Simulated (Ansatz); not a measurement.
## Ge: clamped-ion strain scan

Theory: DFT r2SCAN, scalar-relativistic, plane waves, PAW (Ansatz). Cutoff 500 eV, Γ-centred 20×20×18 k-points, Gaussian smearing of 0.15 eV. No spin polarisation. Energies are free energies at this smearing, counted from the undisturbed cell; pressure is positive in compression.

The starting cell (as given, not relaxed at this level; it stands at -3.1 GPa; this form isn't the usual structure):

```
Ge
1.0
     1.39715   -2.60052    0.00000
     1.39715    2.60052    0.00000
     0.00000    0.00000    2.69823
Ge
1
Direct
  0.50000 0.50000 0.00000
```

The cell is strained by ε times the Voigt pattern (1, 1, 0, 0, 0, 0) (xx, yy, zz, yz, xz, xy; engineering shear) with fractional coordinates fixed. The cell is metallic on the mesh throughout.

```tsv
ε	ΔE (meV/atom)
-0.1000	245.1
-0.0750	108.6
-0.0500	30.8
-0.0250	-2.3
0.0000	0.0
0.0250	30.9
0.0500	82.7
0.0750	149.6
0.1000	226.5
```

Question: Predict the pressure (GPa) at each point.

Answer:
```
      ε  pressure (GPa)
-0.1000            20.6
-0.0750            11.9
-0.0500             5.3
-0.0250             0.5
 0.0000            -3.1
 0.0250            -5.7
 0.0500            -7.6
 0.0750            -8.8
 0.1000            -9.6
```